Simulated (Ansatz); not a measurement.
Space group P6/mmm (No. 191). a = 5.551 Å, b = 5.551 Å, c = 3.273 Å, α = 90.00°, β = 90.00°, γ = 120.00°
```json
{"atom": "Sn", "site": "2d", "symmetry": "-6m2", "x": "0.3333", "y": "0.6667", "z": "0.5000"}
{"atom": "Pb", "site": "1a", "symmetry": "6/mmm", "x": "0.0000", "y": "0.0000", "z": "0.0000"}
```

Equation of state of this Sn$_{2}$Pb structure (not necessarily the ground state), with shape and atoms relaxed at each volume where symmetry leaves them free. It has no gap at any of these volumes. Method: DFT PBE, scalar-relativistic, plane waves, PAW (Ansatz).

Settings: cutoff 420 eV, Γ-centred mesh 6×6×12 on the computed 3-atom cell, Gaussian smearing of 0.10 eV; no spin polarisation.

| V (Å³/atom) | E − E(largest V) (meV/atom) | P (GPa) |
| --- | --- | --- |
| 25.624 | 41.23 | 7.97 |
| 26.498 | 4.95 | 5.43 |
| 27.372 | -18.63 | 3.30 |
| 28.245 | -31.53 | 1.51 |
| 29.119 | -35.42 | -0.01 |
| 29.992 | -31.72 | -1.28 |
| 30.866 | -21.64 | -2.35 |
| 32.031 | 0.00 | -3.52 |

Task: Fit a third-order Birch–Murnaghan equation, E = E0 + (9V0B0/16)·[(x − 1)³B0' + (x − 1)²(6 − 4x)] with x = (V0/V)^(2/3), to E(V).

Result: V0 = 29.11 Å³/atom, B0 = 46 GPa, B0' = 4.7.

Spin-orbit coupling is left out, which matters for the bands of heavy elements.

The cell was found from a structure generator's guess, not taken from experiment.
